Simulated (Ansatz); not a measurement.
ZrRu (rock salt, space group No. 225), plane-wave PAW PBE (Ansatz code), all energies at zero smearing, with the estimated change up to a 700 eV cutoff added, with one set of potentials and settings (totals compare only within such a set). Cell of 2 atoms (1 Ru, 1 Zr): -10062.502 eV.

| element | reference phase | E (eV/atom) |
|---|---|---|
| Ru | P6_3/mmc, 2 atoms in the cell | -5878.7331 |
| Zr | P6_3/mmc, 2 atoms in the cell | -4183.8611 |

Formation energy per atom, worked out: (-10062.502 − 1×(-5878.7331) − 1×(-4183.8611))/2 = 0.046 eV/atom (4 kJ per mol of atoms), at 0 K, without zero-point energy or fitted corrections.

Space group Fm-3m (rock salt). The start of the workflow was typed in or built on a structure type; neither database checked (COD, Materials Project) lists it. COD files the formula under space group No. 221, so this cell is another polymorph or a model. Its standing as an ambient phase is unchecked. The cell was relaxed with PBE under the symmetry of its start; its stability against distortions is not shown here. The run is not spin-polarised. The references are the lowest solids computed at this level, not always the standard phases.

Potentials: the earlier of the program's two PAW sets.
